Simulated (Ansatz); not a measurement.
## Piezoelectric tensor of GaN

Theory: DFT LDA, scalar-relativistic, plane waves, PAW in Ansatz. Settings: 420 eV plane-wave cutoff, Γ-centred 12×12×6 mesh, fixed occupations. No spin polarisation.

Relaxed structure:
```
Ga N
1.0
     3.15181    0.00000    0.00000
    -1.57590    2.72955    0.00000
     0.00000    0.00000    5.13841
Ga N
2 2
Direct
  0.33333 0.66667 0.99930
  0.66667 0.33333 0.49930
  0.33333 0.66667 0.37570
  0.66667 0.33333 0.87570
```

(1) Give the relaxed-ion proper piezoelectric stress tensor e_iJ (C/m², Voigt columns xx yy zz yz xz xy).

(2) With the elastic constants (GPa, Voigt order)
C11 = 367.6, C12 = 138.5, C13 = 100.6, C22 = 367.6, C23 = 100.6, C33 = 409.4, C44 = 96.6, C55 = 96.6, C66 = 114.5 GPa; the others vanish.
find the strain coefficients d = e·C⁻¹ (pC/N).

## Answers

(1)
```
x    0.00  0.00  0.00  0.00 -0.32  0.00
y    0.00  0.00  0.00 -0.32  0.00  0.00
z   -0.47 -0.47  0.82  0.00  0.00  0.00
```
Signs follow the orientation of the cell as given.

(2)
```
x    0.00  0.00  0.00  0.00 -3.35  0.00
y    0.00  0.00  0.00 -3.35  0.00  0.00
z   -1.46 -1.46  2.72  0.00  0.00  0.00
```

Cost: 1 run of about 10 core-minutes, on Intel Xeon Platinum 8259CL (Skylake/Cascade Lake) (shared hosts).